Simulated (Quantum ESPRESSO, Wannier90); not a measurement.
# Wannierisation of ZrO₂ (Pca2₁)

```xyz
12
Lattice="5.2834 0.0000 0.0000 0.0000 5.0747 0.0000 0.0000 0.0000 5.1011" Properties=species:S:1:pos:R:3 pbc="T T T"
Zr     0.1599    -1.3522    -1.2801
Zr    -0.1599     1.3522     1.2705
Zr     2.4818    -1.3522     1.2705
Zr    -2.4818     1.3522    -1.2801
O      1.2145     2.3511    -2.5463
O     -1.2145    -2.3511     0.0043
O      1.4272     2.3511     0.0043
O     -1.4272    -2.3511    -2.5463
O      1.9286    -0.3418    -2.0093
O     -1.9286     0.3418     0.5413
O      0.7131    -0.3418     0.5413
O     -0.7131     0.3418    -2.0093
```

Cell from Materials Project (mp-556605), symmetrised, no further relaxation. COD (Crystallography Open Database) has the formula in 4 space groups, this one among them (matched by group alone). Level: LDA, no spin polarisation, no spin-orbit coupling; pw.x of Quantum ESPRESSO at 68 Ry with PseudoDojo potentials, 4×4×4 k-points, Wannier90. Density: 6×6×6 mesh, cold smearing 0.01 Ry.

Bands 17-24 form an isolated set from -17.38 to -15.10 eV relative to the valence-band maximum (on the path) and are turned into 8 Wannier functions by minimising the spread from the start: atomic waves O 2s.

Where do the functions sit, how wide are they and what are they made of?


| functions | spread (Å²) | nearest atom, distance (Å) | second atom, distance (Å) | weight on atomic waves |
|---|---|---|---|---|
| 4 | 0.86 | O 0.03 | Zr 2.12 | O 2s 79 %, Zr 4d 10 % |
| 4 | 0.85 | O 0.01 | Zr 2.03 | O 2s 80 %, Zr 4d 10 % |

Ω_I = 6.84 Å², Ω_total = 6.84 Å²; the interpolated bands follow pw.x to 0.0 meV rms on the path. Only this start was tried; a symmetric start can stop on a saddle, and mixtures of these functions could lower the total by at most Ω_total − Ω_I.
